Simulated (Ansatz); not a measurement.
An Ansatz input:

```yaml
crystal:
  lattice:
    - [-1.7159830704, 1.7158963239, 1.1726108184]
    - [1.7158963239, -1.7159830704, 1.1726108184]
    - [2.7798913126, 2.7798913126, -1.1727696948]
  atoms:
    - { symbol: Cr, position: [4.84e-08, 0.9999999516, 1.0], spin: 1.5 }
    - { symbol: Cr, position: [0.7499999516, 0.2500000484, 0.5], spin: -1.5 }
hamiltonian:
  xc: blyp
  pseudopotentials:
    kind: paw
    azcp:
      Cr: "pseudopotentials/Cr.paw.azcp"
basis:
  ecutwfc: 420
  fft_grid_basis: typed
kpoints:
  mp_grid: { grid: [17, 17, 9], shift: [0, 0, 0] }
magnetization:
  spin_polarized: true
scf:
  occupations: { method: fermi_dirac, width: 0.05 }
  lower_state_search: "off"
output:
  stress: true
  write_density: true
  write_potential: true
  elf: true
  volumetric_format: npy
```

and its output:

```
Engine: ansatz 0.2.0, x86_64-unknown-linux-gnu
Pseudopotentials: kind: paw
Pseudopotential: Cr, paw, valence charge 14, recommended cutoff 420 eV (normal) 
Functional definition: BLYP
  parameter beta = 0.0042
  parameter a = 0.04918
  parameter b = 0.132
  parameter c = 0.2533
  parameter d = 0.349
  exchange = b88_x(beta = beta)
  correlation = lyp_c(a = a, b = b, c = c, d = d)
Crystal: 2 atoms, lattice volume = 22.374 Å³
Basis set: ecut = 420 eV, 431 PW (Γ), exchange–correlation on 40×40×60 points (8 copies of the dense FFT grid, shifted against one another)
Bands: 20, of which v1, the nominal top of the filled ones, is band 14 counted from 1 (13 counted from 0)
Symmetry: 2 space group operations
Space group: C2 (ITA 5), of the structure as read, at distance tolerance 2.8e-5 Å
Magnetic group: BNS 15.88 (UNI 95), of the structure as read, at distance tolerance 2.8e-5 Å
k-points: 693 of 2601 (time reversal used)
Non-local potential: Cr, projectors of the file, l = 0: 3, l = 1: 2, l = 2: 3, l = 3: 1
PAW form: soft (Blöchl's): semilocal exchange-correlation on the pseudo side does not see the compensation charge
PAW frozen core: Cr, regenerated for the run's functional, and the local potential with it (the file was generated under x = pbe(κ = 0.804, μ = 0.2195149727645171), c = pbe(β = 0.06672455060314922))
PAW one-centre angular grid: Cr, 590 points (default); XC on 64 Gauss nodes
Initial density: superposition of atomic densities (chi_scale 0.1, normalization cell)
Starting moments: Σ|m| = 3 μB on 2 of 2 sites
Starting magnetic order: antiferromagnet; an inversion exchanges its spin sublattices: spin-degenerate at every k-point
Initial wavefunctions: pseudopotential atomic-orbital guess
Functional: x = b88, c = lyp
SCF iter   1: F=—  HF=-6770.605055 eV  |F-HF|=—  |Δ(HF+E_count)|=         —  Δρ=1.38e-1 (↑1.38e-1 ↓1.38e-1)  dr2=7.98e0  dr2_m=1.60e0  M=-0.000 μB ∫|m|=1.367 μB  β_m=0.30  ethr=3.10e-3  ⟨swp⟩=3.7  Hψ=98892  notcnv=0
SCF iter   2: F=—  HF=-6769.069403 eV  |F-HF|=—  |Δ(HF+E_count)|=    1.54e0  Δρ=8.33e-2 (↑8.33e-2 ↓8.33e-2)  dr2=2.32e0  dr2_m=7.83e-1  M=-0.000 μB ∫|m|=1.349 μB  β_m=0.30  ethr=3.10e-3  ⟨swp⟩=2.1  Hψ=59496  notcnv=0  defer=884
...
WARN: the starting moments were not kept: the SCF closed with an absolute magnetisation of 6.5e-6 μB, where they sum to 3 μB in size (2 sites). That is at most 0.1 of that sum. Measured as dr2_m measures the in/out step, that magnetisation stands 1.5e-11 eV from none, at or under the dr2_threshold of 1.0e-7 eV: it is no larger than a step whose dr2_m would equal this threshold. The system may hold no moment; this SCF shows only that its start led to no more than that. To try another start: raise the starting moments (crystal.atoms[].spin, magnetization.per_species, magnetization.initial_magnetization, or on a non-collinear deck that types none of these the spinor_matrix: blocks that start its atoms; where the total moment is fixed, keep their sum and leave initial_magnetization as it is; typed ones take the place of any that the run laid by itself, positive ones on a crystal's lanthanoids without a Hubbard term where scf.initial_density.shell_occupations: [] is typed) or, if the notice of its spin-set hold's release reads "site moments contracting" or "site moments show no strong build", lengthen the hold (scf.mixing.spin_hold: { on: { confirm: 4 } }; for m-r²SCAN on two components see the key's manual first). Each may lead to a state that holds a moment. A second SCF, from the converged charge density, with the starting moments and any scf.initial_density.shell_occupations laid on it anew, would have followed, and was not run: the deck does not ask for one (magnetization.retry_lost_moments is false, the default). To let it run, set magnetization.retry_lost_moments: true and run the deck again, where that key's refused combinations let it; where memory then withholds it, that run's warning says so.
SCF 1 converged in 21 iterations: F = -6768.699275 eV  dr2 = 7.68e-12
SCF converged after 21 iterations
Magnetization: -0.0000 μB (14.0000 up, 14.0000 down)
Absolute magnetization: 0.0000 μB (∫|ρ↑−ρ↓|, with the PAW one-centre terms)
Spin contamination: 0.0000 ħ² per cell (⟨S²⟩ above its minimum at these occupations)
Per-site moments (μB) at R_I (Å): [(-1.98562589965417e-6, 0.967403926503561), (1.917519679107357e-6, 0.967403926503561)]
Free energy (F): -6768.699275 eV
Harris-Foulkes:  -6768.699275 eV  (|F-HF|=3.37e-11)
Internal energy: -6768.686006 eV  (E = F + TS)
E sigma→0 (E₀):  -6768.692640 eV
Entropy (-TS):   -0.013269 eV (-6.635 meV/atom)
Fermi energy:    20.511851 eV
--- Per-component energies (eV) ---
  E_band       = -252.553206
  E_kinetic    = 692.036635
  E_local      = -2324.068461  (includes V_loc(G=0)·N_el)
  E_nonlocal   = 160.042594
  E_hartree    = 1027.182908
  E_xc         = -277.362371
  E_vxc        = -353.103503  (∫ρ·V_xc dr)
  E_paw        = -2410.529208  (= ΣΔE_a)
  E_vpaw       = -481.827004  (= ΣTr[D̂ρ^β])
  E_aug_tail   = 0.000712  (compensation charges beyond the density's cutoff)
  E_ewald      = -3636.018394
  E_core_change = 0.029581  (= ΣΔE_core)
  E_smearing   = -0.013269  (= −TS)
  E_closure    = 0.000000  (closes the sum)
  Σ components = -6768.699275   (vs F -6768.699275, Δ=0.00e0)
--- Stress (GPa, compression-positive) ---
       22.106330       0.990922       0.010402
        0.990922      22.106330       0.010402
        0.010402       0.010402      22.086100
  P = ⅓ Tr σ = 22.0996 GPa (220.996 kbar)
--- Band table (eV; the first three rows and the last of 1386) ---
  k-point 0 ↑: bands = ["-51.0519", "-50.7661", "-22.9217", "-22.2545", "-21.9364", "-21.8064", "-21.8011", "-21.7249", "12.8817", "16.1935", "18.5734", "18.7884", "19.5395", "21.0183", "21.3185", "21.3252", "22.1422", "22.1782", "22.4087", "23.3161"]
  k-point 1 ↑: bands = ["-51.0434", "-50.7749", "-22.8871", "-22.2468", "-21.9518", "-21.8006", "-21.7994", "-21.7626", "13.0256", "16.2071", "18.5735", "18.7668", "19.6026", "20.8531", "21.3421", "21.4084", "21.9971", "22.0578", "22.2180", "23.2668"]
  k-point 2 ↑: bands = ["-51.0190", "-50.8001", "-22.7868", "-22.2244", "-21.9898", "-21.8704", "-21.7949", "-21.7899", "13.4438", "16.2051", "18.5942", "18.7197", "19.7896", "20.4935", "20.9617", "21.5071", "21.5324", "21.8051", "22.3292", "23.1482"]
  k-point 692 ↓: bands = ["-50.8473", "-50.8427", "-22.8572", "-22.8478", "-21.9658", "-21.9483", "-21.8609", "-21.8582", "16.1937", "16.2456", "17.8720", "17.8787", "21.1801", "21.2730", "21.9418", "21.9532", "22.7906", "22.8136", "23.1538", "23.4480"]
```
